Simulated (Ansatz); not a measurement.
input.yaml

```yaml
crystal:
  lattice:
    - [3.8191110709, 0.0, 0.0]
    - [-1.9095555354, 3.3074472073, 0.0]
    - [0.0, 0.0, 4.8118315929]
  atoms:
    - { symbol: Fe, position: [0.0, 0.0, 0.0], spin: 1.32 }
    - { symbol: Fe, position: [0.0, 0.0, 0.5], spin: 1.32 }
    - { symbol: Sb, position: [0.3333333333, 0.6666666667, 0.25] }
    - { symbol: Sb, position: [0.6666666667, 0.3333333333, 0.75] }
basis:
  ecutwfc: 420
kpoints:
  mp_grid: { grid: [12, 12, 8] }
hamiltonian:
  xc: pbesol
scf:
  occupations: { method: gaussian, width: 0.1 }
output:
  forces: true
  stress: true
  eigenvalues: true
  populations: true
magnetization:
  spin_polarized: true
relax:
  adjacent_minimum: "off"
  f_tol: 0.01
  max_steps: 30
  cell: { stress_tol: 0.1, fix: [volume] }
```

Command:
```bash
ansatz run input.yaml --threads 1 --pin off --max-ram 2560MiB --backend cpu --events-out ev --progress --plain --runs-dir out
```

Theory: Ansatz 0.2.0, DFT PBEsol, scalar-relativistic, plane waves, PAW.

From the run's log, abridged (iterations and final results):

```
SCF iter   1: F=—  HF=-21710.631056 eV  |F-HF|=—  |Δ(HF+E_count)|=         —  Δρ=3.66e-2 (↑2.84e-2 ↓3.66e-2) dr2=1.73e0  dr2_m=7.45e-2  M=2.330 μB ∫|m|=2.662 μB  β_m=0.30  ethr=2.78e-3  ⟨swp⟩=1.1  Hψ=37334  notcnv=0
Mixer restart at iter 1: flushing history
spin=Collinear: Kerker preconditioning applied to the charge; magnetization (m = ρ↑ − ρ↓) channel mixes plain (no charge-response kernel on spin).
SCF iter   2: F=—  HF=-21711.178529 eV  |F-HF|=—  |Δ(HF+E_count)|=   5.47e-1  Δρ=2.32e-2 (↑1.99e-2 ↓2.32e-2) dr2=1.55e0  dr2_m=4.58e-2  M=2.307 μB ∫|m|=2.651 μB  β_m=0.50  ethr=2.78e-3  ⟨swp⟩=2.0  Hψ=8855  notcnv=0
SCF iter   3: F=—  HF=-21712.799147 eV  |F-HF|=—  |Δ(HF+E_count)|=    1.62e0  Δρ=1.97e-2 (↑1.60e-2 ↓1.97e-2) dr2=1.44e0  dr2_m=1.91e-2  M=2.213 μB ∫|m|=2.586 μB  β_m=0.66  ethr=2.49e-3  ⟨swp⟩=2.0  Hψ=8928  notcnv=0  defer=10
SCF iter   4: F=—  HF=-21713.772485 eV  |F-HF|=—  |Δ(HF+E_count)|=   9.73e-1  Δρ=1.04e-2 (↑5.22e-3 ↓1.04e-2) dr2=2.81e-1  dr2_m=9.50e-3  M=1.976 μB ∫|m|=2.365 μB  β_m=0.80  ethr=2.32e-3  ⟨swp⟩=2.7  Hψ=12125  notcnv=0  defer=409
SCF iter   5: F=—  HF=-21713.653495 eV  |F-HF|=—  |Δ(HF+E_count)|=         —  Δρ=1.83e-2 (↑1.83e-2 ↓7.57e-3) dr2=3.37e-1  dr2_m=1.75e-2  M=1.769 μB ∫|m|=2.107 μB  β_m=0.80  ethr=4.53e-4  ⟨swp⟩=2.7  Hψ=12272  notcnv=0  defer=402
Mixer restart at iter 5: flushing history
SCF iter   6: F=—  HF=-21713.797420 eV  |F-HF|=—  |Δ(HF+E_count)|=   1.44e-1  Δρ=1.14e-2 (↑1.14e-2 ↓8.74e-3) dr2=1.19e-1  dr2_m=1.15e-3  M=1.826 μB ∫|m|=2.154 μB  β_m=0.64  ethr=4.53e-4  ⟨swp⟩=3.0  Hψ=15450  notcnv=0  defer=402
SCF iter   7: F=—  HF=-21713.729691 eV  |F-HF|=—  |Δ(HF+E_count)|=   6.77e-2  Δρ=4.92e-3 (↑4.92e-3 ↓2.76e-3) dr2=4.22e-2  dr2_m=7.13e-4  M=1.796 μB ∫|m|=2.121 μB  β_m=0.67  ethr=1.92e-4  ⟨swp⟩=2.2  Hψ=15181  notcnv=0  defer=402
SCF iter   8: F=—  HF=-21713.728946 eV  |F-HF|=—  |Δ(HF+E_count)|=   7.45e-4  Δρ=7.48e-4 (↑6.21e-4 ↓7.48e-4) dr2=8.33e-4  dr2_m=1.24e-5  M=1.804 μB ∫|m|=2.125 μB  β_m=0.84  ethr=6.80e-5  ⟨swp⟩=2.0  Hψ=10335  notcnv=0  defer=402
SCF iter   9: F=—  HF=-21713.729133 eV  |F-HF|=—  |Δ(HF+E_count)|=   1.87e-4  Δρ=4.73e-4 (↑2.08e-4 ↓4.73e-4) dr2=1.28e-4  dr2_m=1.55e-5  M=1.799 μB ∫|m|=2.119 μB  β_m=0.92  ethr=1.34e-6  ⟨swp⟩=2.0  Hψ=9865  notcnv=0  defer=402
SCF iter  10: F=—  HF=-21713.729127 eV  |F-HF|=—  |Δ(HF+E_count)|=   6.17e-6  Δρ=9.22e-5 (↑3.24e-5 ↓9.22e-5) dr2=6.00e-6  dr2_m=7.57e-7  M=1.796 μB ∫|m|=2.115 μB  β_m=0.87  ethr=2.06e-7  ⟨swp⟩=2.2  Hψ=11651  notcnv=0  defer=402
SCF iter  11: F=—  HF=-21713.729127 eV  |F-HF|=—  |Δ(HF+E_count)|=   2.40e-7  Δρ=3.39e-5 (↑2.07e-5 ↓3.39e-5) dr2=2.03e-6  dr2_m=2.86e-8  M=1.796 μB ∫|m|=2.114 μB  β_m=0.94  ethr=9.68e-9  ⟨swp⟩=2.6  Hψ=13286  notcnv=0  defer=402
SCF iter  12: F=—  HF=-21713.729128 eV  |F-HF|=—  |Δ(HF+E_count)|=   5.06e-7  Δρ=1.35e-5 (↑1.18e-5 ↓1.35e-5) dr2=4.01e-7  dr2_m=5.53e-10  M=1.796 μB ∫|m|=2.114 μB  β_m=0.97  ethr=3.27e-9  ⟨swp⟩=2.0  Hψ=8699  notcnv=0  defer=402
SCF iter  13: F=—  HF=-21713.729128 eV  |F-HF|=—  |Δ(HF+E_count)|=   2.64e-8  Δρ=2.72e-6 (↑1.63e-6 ↓2.72e-6) dr2=1.17e-8  dr2_m=2.70e-10  M=1.796 μB ∫|m|=2.114 μB  β_m=0.98  ethr=6.47e-10  ⟨swp⟩=2.0  Hψ=9150  notcnv=0  defer=402
SCF iter  14: F=-21713.729128 eV  HF=-21713.729128 eV  |F-HF|=4.99e-9  |Δ(HF+E_count)|=   5.26e-9  Δρ=1.80e-6 (↑1.50e-6 ↓1.80e-6) dr2=6.09e-9  dr2_m=1.50e-11  M=1.796 μB ∫|m|=2.114 μB  ethr=1.89e-11  ⟨swp⟩=7.7  Hψ=26824  notcnv=0
SCF 1 converged in 14 iterations: F = -21713.729128 eV  dr2 = 6.09e-9
relax step   1: F+E_penalty+E_count = -21713.72912794 eV  Δ(F+E_penalty+E_count) = +0.000e0 eV  max|allowed force component| = 4.626e-17 eV/Å  Δτ_max = 0.0000 Å  P = +16.371 GPa  Ω = 60.781 Å³  fix = [volume]  reactions: volume +16.371 GPa (14 SCF iters, dr2 threshold 1.00e-7 eV, accepted)
Initial density: handed on by an earlier stage of this run
Starting moments: Σ|m| = 2.64 μB on 2 of 4 sites; this step starts from the density that it was given
Initial wavefunctions: those handed on with the density
SCF iter   1: F=—  HF=-21713.729332 eV  |F-HF|=—  |Δ(HF+E_count)|=         —  Δρ=1.42e-4 (↑1.24e-4 ↓1.42e-4) dr2=1.54e-5  dr2_m=6.51e-6  M=1.794 μB ∫|m|=2.111 μB  β_m=0.65  ethr=1.94e-8  ⟨swp⟩=3.0  Hψ=34895  notcnv=0
spin=Collinear: Kerker preconditioning applied to the charge; magnetization (m = ρ↑ − ρ↓) channel mixes plain (no charge-response kernel on spin).
SCF iter   2: F=—  HF=-21713.729330 eV  |F-HF|=—  |Δ(HF+E_count)|=   1.14e-6  Δρ=7.17e-5 (↑7.08e-5 ↓7.17e-5) dr2=4.60e-6  dr2_m=1.89e-6  M=1.794 μB ∫|m|=2.111 μB  β_m=0.65  ethr=1.94e-8  ⟨swp⟩=1.9  Hψ=8131  notcnv=0
SCF iter   3: F=—  HF=-21713.729329 eV  |F-HF|=—  |Δ(HF+E_count)|=   1.01e-6  Δρ=1.78e-5 (↑5.79e-6 ↓1.78e-5) dr2=1.29e-7  dr2_m=5.14e-8  M=1.794 μB ∫|m|=2.110 μB  β_m=0.70  ethr=7.42e-9  ⟨swp⟩=2.0  Hψ=9746  notcnv=0
SCF iter   4: F=—  HF=-21713.729330 eV  |F-HF|=—  |Δ(HF+E_count)|=   2.99e-7  Δρ=1.02e-5 (↑1.02e-5 ↓7.66e-6) dr2=2.68e-8  dr2_m=3.29e-8  M=1.793 μB ∫|m|=2.110 μB  β_m=0.83  ethr=2.08e-10  ⟨swp⟩=2.0  Hψ=13346  notcnv=0
SCF iter   5: F=—  HF=-21713.729330 eV  |F-HF|=—  |Δ(HF+E_count)|=   7.60e-8  Δρ=7.14e-6 (↑3.36e-6 ↓7.14e-6) dr2=7.08e-8  dr2_m=2.47e-9  M=1.793 μB ∫|m|=2.110 μB  β_m=0.91  ethr=4.32e-11  ⟨swp⟩=2.0  Hψ=13126  notcnv=0
SCF iter   6: F=-21713.729330 eV  HF=-21713.729330 eV  |F-HF|=3.05e-8  |Δ(HF+E_count)|=   4.07e-8  Δρ=3.91e-6 (↑2.13e-6 ↓3.91e-6) dr2=3.14e-8  dr2_m=5.16e-10  M=1.793 μB ∫|m|=2.110 μB  ethr=4.32e-11  ⟨swp⟩=2.0  Hψ=23971  notcnv=0
SCF 2 converged in 6 iterations: F = -21713.729330 eV  dr2 = 3.14e-8
relax step   2: F+E_penalty+E_count = -21713.72932983 eV  Δ(F+E_penalty+E_count) = -2.019e-4 eV  max|allowed force component| = 4.395e-17 eV/Å  Δτ_max = 0.0000 Å  P = +16.345 GPa  Ω = 60.781 Å³  energy of the carried Pulay correction = -4.230e-6 eV  fix = [volume]  reactions: volume +16.345 GPa (6 SCF iters, dr2 threshold 3.57e-7 eV, accepted)
SCF iter   1: F=—  HF=-21713.729360 eV  |F-HF|=—  |Δ(HF+E_count)|=         —  Δρ=8.49e-5 (↑7.34e-5 ↓8.49e-5) dr2=5.03e-6  dr2_m=2.38e-6  M=1.792 μB ∫|m|=2.108 μB  β_m=0.65  ethr=6.42e-9  ⟨swp⟩=3.0  Hψ=34872  notcnv=0
spin=Collinear: Kerker preconditioning applied to the charge; magnetization (m = ρ↑ − ρ↓) channel mixes plain (no charge-response kernel on spin).
SCF iter   2: F=—  HF=-21713.729360 eV  |F-HF|=—  |Δ(HF+E_count)|=   3.37e-7  Δρ=4.29e-5 (↑4.29e-5 ↓4.27e-5) dr2=1.49e-6  dr2_m=7.13e-7  M=1.792 μB ∫|m|=2.108 μB  β_m=0.65  ethr=6.42e-9  ⟨swp⟩=1.9  Hψ=8165  notcnv=0
SCF iter   3: F=—  HF=-21713.729360 eV  |F-HF|=—  |Δ(HF+E_count)|=   3.16e-7  Δρ=1.13e-5 (↑3.59e-6 ↓1.13e-5) dr2=6.89e-8  dr2_m=1.53e-8  M=1.792 μB ∫|m|=2.107 μB  β_m=0.67  ethr=2.40e-9  ⟨swp⟩=2.0  Hψ=9745  notcnv=0
SCF iter   4: F=—  HF=-21713.729360 eV  |F-HF|=—  |Δ(HF+E_count)|=   8.98e-8  Δρ=6.19e-6 (↑6.19e-6 ↓4.66e-6) dr2=8.72e-9  dr2_m=1.26e-8  M=1.792 μB ∫|m|=2.107 μB  β_m=0.77  ethr=1.11e-10  ⟨swp⟩=2.1  Hψ=13179  notcnv=0
SCF iter   5: F=—  HF=-21713.729360 eV  |F-HF|=—  |Δ(HF+E_count)|=   3.04e-8  Δρ=4.04e-6 (↑1.48e-6 ↓4.04e-6) dr2=1.88e-8  dr2_m=1.48e-9  M=1.792 μB ∫|m|=2.107 μB  β_m=0.89  ethr=1.41e-11  ⟨swp⟩=2.0  Hψ=12762  notcnv=0
SCF iter   6: F=—  HF=-21713.729360 eV  |F-HF|=—  |Δ(HF+E_count)|=   2.16e-8  Δρ=5.72e-6 (↑3.60e-6 ↓5.72e-6) dr2=5.74e-8  dr2_m=7.14e-10  M=1.792 μB ∫|m|=2.107 μB  β_m=0.94  ethr=1.41e-11  ⟨swp⟩=2.0  Hψ=9896  notcnv=0
SCF iter   7: F=-21713.729360 eV  HF=-21713.729360 eV  |F-HF|=1.08e-9  |Δ(HF+E_count)|=   6.97e-9  Δρ=8.59e-7 (↑8.59e-7 ↓7.23e-7) dr2=1.22e-9  dr2_m=4.88e-12  M=1.792 μB ∫|m|=2.107 μB  ethr=1.41e-11  ⟨swp⟩=2.0  Hψ=24257  notcnv=0
SCF 3 converged in 7 iterations: F = -21713.729360 eV  dr2 = 1.22e-9
relax step   3: F+E_penalty+E_count = -21713.72935972 eV  Δ(F+E_penalty+E_count) = -2.988e-5 eV  max|allowed force component| = 4.395e-17 eV/Å  Δτ_max = 0.0000 Å  P = +16.330 GPa  Ω = 60.781 Å³  energy of the carried Pulay correction = -6.674e-6 eV  fix = [volume]  reactions: volume +16.330 GPa (7 SCF iters, dr2 threshold 4.80e-8 eV, accepted)
Initial wavefunctions: pseudopotential atomic-orbital guess (no wavefunctions were taken with the density)
SCF iter   1: F=—  HF=-21713.729361 eV  |F-HF|=—  |Δ(HF+E_count)|=         —  Δρ=4.40e-6 (↑4.40e-6 ↓3.29e-6) dr2=3.19e-9  dr2_m=4.20e-10  M=1.792 μB ∫|m|=2.107 μB  β_m=0.65  ethr=3.77e-8  ⟨swp⟩=3.7  Hψ=50246  notcnv=0
spin=Collinear: Kerker preconditioning applied to the charge; magnetization (m = ρ↑ − ρ↓) channel mixes plain (no charge-response kernel on spin).
SCF iter   2: F=—  HF=-21713.729363 eV  |F-HF|=—  |Δ(HF+E_count)|=   1.96e-6  Δρ=1.56e-6 (↑1.56e-6 ↓1.12e-6) dr2=3.95e-10  dr2_m=5.09e-11  M=1.792 μB ∫|m|=2.107 μB  β_m=0.62  ethr=5.15e-12  ⟨swp⟩=3.0  Hψ=15504  notcnv=0
SCF iter   3: F=—  HF=-21713.729363 eV  |F-HF|=—  |Δ(HF+E_count)|=   4.04e-9  Δρ=2.86e-7 (↑2.86e-7 ↓2.52e-7) dr2=8.02e-11  dr2_m=2.17e-12  M=1.792 μB ∫|m|=2.107 μB  β_m=0.59  ethr=1.00e-12  ⟨swp⟩=2.0  Hψ=8673  notcnv=0
SCF iter   4: F=—  HF=-21713.729363 eV  |F-HF|=—  |Δ(HF+E_count)|=  7.28e-11  Δρ=1.28e-7 (↑9.41e-8 ↓1.28e-7) dr2=8.61e-12  dr2_m=2.08e-12  M=1.792 μB ∫|m|=2.107 μB  β_m=0.79  ethr=1.00e-12  ⟨swp⟩=2.0  Hψ=7822  notcnv=0
SCF iter   5: F=-21713.729363 eV  HF=-21713.729363 eV  |F-HF|=5.82e-11  |Δ(HF+E_count)|=  5.09e-11  Δρ=1.93e-7 (↑1.28e-7 ↓1.93e-7) dr2=6.61e-11  dr2_m=6.57e-13  M=1.792 μB ∫|m|=2.107 μB  ethr=1.00e-12  ⟨swp⟩=2.2  Hψ=21787  notcnv=0
SCF 4 converged in 5 iterations: F = -21713.729363 eV  dr2 = 6.61e-11
SCF converged after 5 iterations
Magnetization: 1.7918 μB (31.8959 up, 30.1041 down)
Absolute magnetization: 2.1081 μB (∫|ρ↑−ρ↓|, with the PAW one-centre terms)
Spin contamination: 0.0462 ħ² per cell (⟨S²⟩ above its minimum at these occupations)
Per-site moments (μB) at R_I (Å): [(0.95065430, 0.99463972), (0.95065430, 0.99463972), (-0.03192180, 1.03574862), (-0.03192180, 1.03574862)]
Free energy (F): -21713.729363 eV
Harris-Foulkes:  -21713.729363 eV  (|F-HF|=5.82e-11)
Internal energy: -21713.716365 eV  (E = F + TS)
E sigma→0 (E₀):  -21713.722864 eV
Entropy (-TS):   -0.012999 eV (-3.250 meV/atom)
Fermi energy:    17.698046 eV
--- Per-component energies (eV) ---
  E_band       = -553.797199
  E_kinetic    = 1143.938298
  E_local      = -7266.462602  (includes V_loc(G=0)·N_el)
  E_nonlocal   = 1171.709966
  E_hartree    = 3250.684108
  E_xc         = -517.659947
  E_vxc        = -507.600751  (∫ρ·V_xc dr)
  E_paw        = -11676.838614  (= ΣΔE_a)
  E_vpaw       = -1596.752681  (= ΣTr[D̂ρ^β])
  E_aug_tail   = 0.001690  (compensation charges beyond the density's cutoff)
  E_ewald      = -7820.111382
  E_core_change = 1.022117  (= ΣΔE_core)
  E_smearing   = -0.012999  (= −TS)
--- Forces (eV/Å), atoms counted from 1 ---
  atom   1  Fe     0.00000000     0.00000000     0.00000000
  atom   2  Fe     0.00000000     0.00000000     0.00000000
  atom   3  Sb     0.00000000     0.00000000     0.00000000
  atom   4  Sb     0.00000000     0.00000000     0.00000000
--- Stress (GPa, compression-positive) ---
       16.328290       0.000000       0.000000
        0.000000      16.328290       0.000000
        0.000000       0.000000      16.333923
  P = ⅓ Tr σ = 16.3302 GPa (163.302 kbar)
--- Band table (eV; the first three rows and the last of 190) ---
  k-point 0 ↑: bands = ["-69.1081", "-69.0616", "-35.7725", "-35.4097", "-35.2237", "-35.2237", "-35.1825", "-35.1825", "-11.2860", "-11.2860", "-11.2456", "-11.2110", "-11.1796", "-11.1796", "-11.1785", "-11.1785", "-11.1726", "-11.1726", "4.0684", "9.7022", "11.2067", "13.4241", "13.4241", "14.4325", "15.0818", "15.0818", "16.2782", "16.2782", "17.1646", "17.1646", "18.8093", "18.8093", "19.3677", "21.0352", "21.6837", "21.6837", "22.6346", "24.8640", "24.8640"]
  k-point 1 ↑: bands = ["-69.1064", "-69.0634", "-35.7589", "-35.4238", "-35.2221", "-35.2221", "-35.1840", "-35.1840", "-11.2835", "-11.2835", "-11.2441", "-11.2121", "-11.1941", "-11.1941", "-11.1713", "-11.1713", "-11.1678", "-11.1678", "4.1730", "8.8699", "12.1222", "13.4989", "13.4989", "14.5186", "15.1390", "15.1390", "16.1095", "16.1095", "16.9605", "16.9605", "19.1311", "19.1311", "19.1723", "21.2842", "21.6675", "21.6675", "22.2143", "24.7267", "24.7267"]
  k-point 2 ↑: bands = ["-69.1013", "-69.0684", "-35.7201", "-35.4636", "-35.2177", "-35.2177", "-35.1885", "-35.1885", "-11.2760", "-11.2760", "-11.2399", "-11.2153", "-11.2118", "-11.2118", "-11.1680", "-11.1680", "-11.1611", "-11.1611", "4.4856", "7.6912", "13.4948", "13.7195", "13.7195", "14.7531", "15.3053", "15.3053", "15.6588", "15.6588", "16.6101", "16.6101", "18.7993", "19.7863", "19.7863", "21.2340", "21.6009", "21.6009", "21.9002", "24.4725", "24.4725"]
  k-point 94 ↓: bands = ["-68.0036", "-68.0036", "-34.3350", "-34.3350", "-34.2533", "-34.2533", "-34.2519", "-34.2519", "-11.2707", "-11.2707", "-11.2479", "-11.2479", "-11.1991", "-11.1991", "-11.1797", "-11.1797", "-11.1764", "-11.1764", "7.9515", "7.9515", "11.6561", "11.6561", "12.8732", "12.8732", "15.8066", "15.8066", "16.6818", "16.6818", "17.0378", "17.0378", "18.0280", "18.0280", "18.1308", "18.1308", "23.9396", "23.9396", "26.8272", "26.8272", "27.1837"]
--- Relaxed structure (3 steps of the walk, 3 accepted, 1 SCFs on fresh bases) ---
  F+E_penalty+E_count = -21713.72936324 eV   max|allowed force component| = 4.626e-17 eV/Å   (the final SCF, on the basis selected at the relaxed cell)
  cell:  # Å, volume = 60.7807 Å³
    - [3.81488610, 0.0, 0.0]
    - [-1.90744305, 3.30378828, 0.0]
    - [0.0, 0.0, 4.82249564]
  atoms:
    - { symbol: Fe, position: [0.0, 0.0, 0.0] }
    - { symbol: Fe, position: [0.0, 0.0, 0.49999999] }
    - { symbol: Sb, position: [0.33333333, 0.66666666, 0.24999999] }
    - { symbol: Sb, position: [0.66666666, 0.33333333, 0.74999999] }
--- Löwdin populations: 4 sites ---
  site symbol q [e]    m [muB]
     0     Fe     15.9028     0.9785
     1     Fe     15.9028     0.9785
     2     Sb     14.8652    -0.0685
     3     Sb     14.8652    -0.0685
  spilling = 0.007486 (of n_electrons = 62.000000)
```

The relaxation met its thresholds.

The run took 4 min on 1 thread of Intel(R) Xeon(R) Processor @ 2.50GHz (Skylake/Cascade Lake), on a shared host, peak memory 0.65 GiB.

Spin-orbit coupling is left out, which matters for the bands of heavy elements. Only parallel moments were tried here.